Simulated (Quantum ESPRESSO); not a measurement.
# Kohn-Sham bands of PbSe (Cmcm)

```
CELL_PARAMETERS angstrom
      4.30975     0.00000     0.00000
      0.00000     0.00000    -4.45049
     -2.15488     6.13394     0.00000
ATOMIC_POSITIONS crystal
  Pb 0.36824 0.25000 0.73648
  Pb 0.63176 0.75000 0.26352
  Se 0.13871 0.25000 0.27742
  Se 0.86129 0.75000 0.72258
```

Structure: Materials Project mp-1063670, symmetrised, not relaxed again. Not found in the COD (Crystallography Open Database) copy used, which has the formula in other groups; not checked further. Level: PBEsol, no spin polarisation, no spin-orbit coupling; pw.x of Quantum ESPRESSO at 69 Ry with PseudoDojo potentials, 6×6×6 k-points, Wannier90. Density: 8×8×8 mesh, Gaussian smearing 0.01 Ry. Spin-orbit coupling is left out although heavy elements are present.

### Question
List the Kohn-Sham levels between −8 and 3.8 eV relative to the valence-band maximum at the high-symmetry points, as a band run of pw.x on that density gives them (levels within 2 meV counted together).

### Answer
```json
[
 {"point": "Γ", "k (reciprocal lattice)": "0.000 0.000 0.000", "levels (eV)": "-7.08, -6.34, -4.23, -2.92, -2.25, -1.64, -1.38, -0.48"},
 {"point": "Y", "k (reciprocal lattice)": "0.000 0.000 0.500", "levels (eV)": "-7.63, -6.24, -2.63, -2.53, -1.90, -1.81, -1.18, -0.68, 1.00"},
 {"point": "C_0", "k (reciprocal lattice)": "0.438 0.000 0.281", "levels (eV)": "-7.49, -2.40, -1.24, -1.22, -1.16, -0.64, -0.42, 1.23, 1.24, 1.58, 2.39, 2.93"},
 {"point": "Σ_0", "k (reciprocal lattice)": "0.562 0.000 -0.281", "levels (eV)": "-7.49, -2.40, -1.24, -1.22, -1.16, -0.64, -0.42, 1.23, 1.24, 1.58, 2.39, 2.93"},
 {"point": "Z", "k (reciprocal lattice)": "0.000 -0.500 0.000", "levels (eV)": "-7.90 (×2), -2.74 (×2), -0.97 (×2), -0.14 (×2), 1.38 (×2), 2.23 (×2)"},
 {"point": "A_0", "k (reciprocal lattice)": "0.562 -0.500 -0.281", "levels (eV)": "-7.42 (×2), -4.25 (×2), -2.80 (×2), -1.41 (×2), 2.96 (×2)"},
 {"point": "E_0", "k (reciprocal lattice)": "0.438 -0.500 0.281", "levels (eV)": "-7.42 (×2), -4.25 (×2), -2.80 (×2), -1.41 (×2), 2.96 (×2)"},
 {"point": "T", "k (reciprocal lattice)": "0.000 -0.500 0.500", "levels (eV)": "-1.10 (×2), -1.06 (×2), -0.52 (×2), 1.17 (×2), 2.69 (×2), 2.98 (×2)"},
 {"point": "S", "k (reciprocal lattice)": "0.500 0.000 0.000", "levels (eV)": "-7.68, -2.12, -1.95, -1.28, -1.01, -0.58, -0.35, 1.37, 1.49, 1.73, 2.56, 2.58"},
 {"point": "R", "k (reciprocal lattice)": "0.500 -0.500 0.000", "levels (eV)": "-7.34 (×2), -4.22 (×2), -3.16 (×2), -1.37 (×2), 3.01 (×2)"}
]
```
